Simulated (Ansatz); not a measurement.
**CO2 with an O vacancy: gradients before and after relaxing the atoms**

Start: a supercell of CO2 (space group Pa-3) built from a computed structure from the Materials Project (it need not be an observed phase), with all atoms left at the host's positions.

```cif
data_C16O31
_symmetry_space_group_name_H-M 'R3:H'
_symmetry_Int_Tables_number 146
_cell_length_a 15.5481
_cell_length_b 15.5481
_cell_length_c 9.5212
_cell_angle_alpha 90.000
_cell_angle_beta 90.000
_cell_angle_gamma 120.000
loop_
_atom_site_label
_atom_site_type_symbol
_atom_site_symmetry_multiplicity
_atom_site_Wyckoff_symbol
_atom_site_fract_x
_atom_site_fract_y
_atom_site_fract_z
C1 C 3 a 0.0000 0.0000 0.0000
C2 C 9 b 0.6667 0.8333 0.3333
C5 C 9 b 0.9167 0.8333 0.3333
C6 C 9 b 0.9167 0.3333 0.3333
C7 C 9 b 0.0833 0.1667 0.6667
C8 C 9 b 0.4167 0.3333 0.3333
O17 O 9 b 0.6667 0.8333 0.4559
O20 O 9 b 0.0016 0.1258 0.6258
O21 O 9 b 0.3350 0.2925 0.2925
O22 O 9 b 0.8350 0.7925 0.2925
O23 O 9 b 0.8350 0.2925 0.2925
O32 O 3 a 0.0000 0.0000 0.8775
O33 O 9 b 0.3333 0.1667 0.5441
O36 O 9 b 0.9984 0.8742 0.3742
O37 O 9 b 0.9984 0.3742 0.3742
O38 O 9 b 0.1650 0.2075 0.7075
O39 O 9 b 0.4984 0.3742 0.3742
```

One atom of each set is listed; the run and its k-mesh use a cell of 47 atoms with edges of 9.52, 9.52, 9.52 Å.

The numbers come from a DFT calculation in Ansatz (PBE, plane waves and PAW, scalar-relativistic, 420 eV cutoff, Γ-centred 3×3×3 k-points, Fermi–Dirac smearing 0.01 eV, cell charge +2).

The largest force at the start is 3.4 eV/Å. Relaxing the ions at fixed cell moves them by 0.277 Å at most (atom 32, O) and 0.073 Å rms.

```
site  moved (Å)         first shell before          first shell after  V_zz before (10²¹ V/m²)  η before
  C1      0.243              1 O at 1.17 Å              1 O at 1.13 Å                    -8.14      0.00
  C8      0.020  2 O at 1.17 Å, angle 180°  2 O at 1.17 Å, angle 180°                    -2.94      0.00
 O17      0.037              1 C at 1.17 Å              1 C at 1.17 Å                     6.25      0.07
 O20      0.060              1 C at 1.17 Å              1 C at 1.17 Å                     6.26      0.06
 O21      0.015              1 C at 1.17 Å              1 C at 1.17 Å                     6.19      0.15
 O22      0.037              1 C at 1.17 Å              1 C at 1.17 Å                     6.28      0.09
 O32      0.277              1 C at 1.17 Å              1 C at 1.13 Å                    -3.62      0.00
 O33      0.038              1 C at 1.17 Å              1 C at 1.17 Å                     6.26      0.08
 O36      0.132              1 C at 1.17 Å              1 C at 1.17 Å                     6.27      0.05
 O39      0.033              1 C at 1.17 Å              1 C at 1.17 Å                     6.13      0.18
```

(1) How do the gradients change?

Answers

(1) 

```json
{"site": "C1", "V_zz after": "-8.32", "η after": "0.00", "change of V_zz": "-0.18"}
{"site": "C8", "V_zz after": "-2.93", "η after": "0.01", "change of V_zz": "+0.01"}
{"site": "O17", "V_zz after": "6.37", "η after": "0.08", "change of V_zz": "+0.12"}
{"site": "O20", "V_zz after": "6.40", "η after": "0.06", "change of V_zz": "+0.14"}
{"site": "O21", "V_zz after": "6.34", "η after": "0.10", "change of V_zz": "+0.15"}
{"site": "O22", "V_zz after": "6.42", "η after": "0.08", "change of V_zz": "+0.14"}
{"site": "O32", "V_zz after": "-5.11", "η after": "0.00", "change of V_zz": "-1.49"}
{"site": "O33", "V_zz after": "6.34", "η after": "0.09", "change of V_zz": "+0.08"}
{"site": "O36", "V_zz after": "6.39", "η after": "0.06", "change of V_zz": "+0.12"}
{"site": "O39", "V_zz after": "6.31", "η after": "0.13", "change of V_zz": "+0.18"}
```

The largest change of V_zz is on O32, from -3.62 to -5.11. In per cent, |V_zz| changes by 0 to +2 on C, +1 to +41 on O (all sites that start above 2). The table leaves out 7 of the 17 sites, with |V_zz| up to 6.41; their tensors move by 0.32 at most along any direction. The statements above cover all sites. The host's own positions weren't relaxed first, so part of the change far from the defect can be the host's relaxation.

The run isn't spin-polarised, and a state with spin may lie lower. The defect repeats with the cell of 47 atoms, so it feels its images: sites between two images don't show the values beside a lone defect, and zeros or small values of η there can come from the images' arrangement. C and O carry a gradient in the pure host already, so the values there aren't the defect's effect alone. A uniform background compensates the cell's charge. The defect cell has no gap above 0.1 eV on its mesh, so the values can hang on the smearing and the k-mesh.
Before: The neighbours have not yet relaxed around the defect (largest force 3.4 eV/Å), so the values at and beside it are those of a strained start, not of the defect in a real crystal.
After: The relaxation keeps the symmetry of the vacancy's site, so distortions that break it, Jahn–Teller ones too, aren't explored.
